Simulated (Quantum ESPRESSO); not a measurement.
# Computed records: Mg₅AlGaS₈ (made-up cell, one site empty)

Computed with Quantum ESPRESSO 7.5. Calculation on a made-up crystal cell, not a measurement, rerun at a higher cutoff and a denser mesh: periodic Kohn-Sham density functional theory in plane waves with PseudoDojo standard norm-conserving scalar-relativistic pseudopotentials, each functional with its own files (v0.5 for PBE, v0.4.1 for LDA and PBEsol), no spin polarisation, no spin-orbit coupling, atoms not relaxed, stress positive in tension, energies less a fixed whole-eV offset for each atom's element; levels are Kohn-Sham levels at fractions of this cell's reciprocal vectors, counted from the reference band (half the neutral cell's valence electrons, rounded up) at Gamma; error bars give the change to or from the runs named with them, not the error of the files; each bar is the largest change over components, and at least 0.002 eV, 0.002 eV per angstrom or 0.02 GPa; no dispersion term; energies are for the whole cell, and the offsets were chosen from early runs and are not element reference energies; machines and their load varied, so run times do not measure scaling.

## Mg₅AlGaS₈ (made-up cell, one site empty)

```cif
# cell vector a (Å): 5.6159 0.0259 -0.0289
# cell vector b (Å): 0.0259 5.6746 -0.0073
# cell vector c (Å): -0.0578 -0.0145 11.4946
data_Mg5AlGaS8
_symmetry_space_group_name_H-M 'P 1'
_symmetry_Int_Tables_number 1
_cell_length_a 5.6160
_cell_length_b 5.6747
_cell_length_c 11.4948
_cell_angle_alpha 90.147
_cell_angle_beta 90.583
_cell_angle_gamma 89.474
_cell_volume 366.29
loop_
_atom_site_label
_atom_site_type_symbol
_atom_site_fract_x
_atom_site_fract_y
_atom_site_fract_z
_atom_site_occupancy
Mg1 Mg 0.00769 0.98199 0.99892 1
Ga1 Ga 0.01162 0.46640 0.25129 1
Mg2 Mg 0.48897 0.48719 0.99661 1
Al1 Al 0.00495 0.00018 0.51229 1
Mg3 Mg 0.00452 0.50224 0.75218 1
Mg4 Mg 0.51224 0.98482 0.75231 1
Mg5 Mg 0.50899 0.50909 0.50755 1
S1 S 0.24976 0.25579 0.13084 1
S2 S 0.25564 0.74903 0.37121 1
S3 S 0.74127 0.22112 0.37622 1
S4 S 0.73336 0.75963 0.12389 1
S5 S 0.25438 0.25296 0.63007 1
S6 S 0.26761 0.75061 0.86311 1
S7 S 0.75212 0.24341 0.87746 1
S8 S 0.74393 0.74800 0.62521 1
```

Settings of this run: lattice type doubled zincblende/diamond, empty site 3, functional pbe, cutoff 1437 eV, fermi dirac smearing 0.025 eV, scf tolerance 1e-07 eV, electrons removed 0, run command mpirun -np 4 pw.x -nk 4 -in in, run processor Intel Xeon, 2023 or later, virtual cores and k mesh 6 x 6 x 4, shifted by half a step.

Results for Mg₅AlGaS₈ (made-up cell, one site empty): free energy less offsets 7.946 eV; scf iterations 13; smearing term minus ts 0 eV; pressure -2.865 GPa; stress xx 2.132 GPa; stress yy 2.66 GPa; stress zz 3.805 GPa; stress yz -0.383 GPa; stress xz 0.2364 GPa; stress xy 0.02214 GPa; reference band 57; error bar energy 0.003582 eV; error bar stress 0.02 GPa; error bar force 0.004679 eV/Å; error bar next band up 0.002 eV; error bars from change from the looser run of this cell; wall time of scf and band steps on a shared machine 1314 s.

Atoms:
```
atoms element  atom site  atom energy offset (eV)
           Mg          1                    -1617
           Ga          2                    -2080
           Mg          4                    -1617
           Al          5                      -64
           Mg          6                    -1617
           Mg          7                    -1617
           Mg          8                    -1617
            S          9                     -302
            S         10                     -302
            S         11                     -302
            S         12                     -302
            S         13                     -302
            S         14                     -302
            S         15                     -302
            S         16                     -302
```

Forces:
```
site  x (eV/Å)  y (eV/Å)  z (eV/Å)
   1   -0.1494    0.0368    0.8712
   2   -0.8231    0.9781   -0.2484
   4    0.4203    0.4457    0.9227
   5  -0.06644  -0.05865    -1.819
   6   -0.3583   -0.2666    0.4818
   7     0.126    0.9381    0.2132
   8    -0.477   -0.6805    -1.607
   9   -0.1749   -0.3051  -0.06755
  10    -1.055    0.2182      1.07
  11     1.223   0.07708    0.9027
  12    0.7582    -1.029    0.2986
  13   -0.4488   -0.9148   -0.5559
  14   -0.5957    -0.304    0.3891
  15    0.1652   0.02774   -0.6972
  16     1.456    0.8372   -0.1548
```

Levels:
```
level k point  next band up (eV)
        Gamma              1.208
(1/2,1/2,1/2)              1.986
   (0.15,0,0)              1.509
   (0,0.15,0)              1.534
   (0,0,0.15)              1.288
```
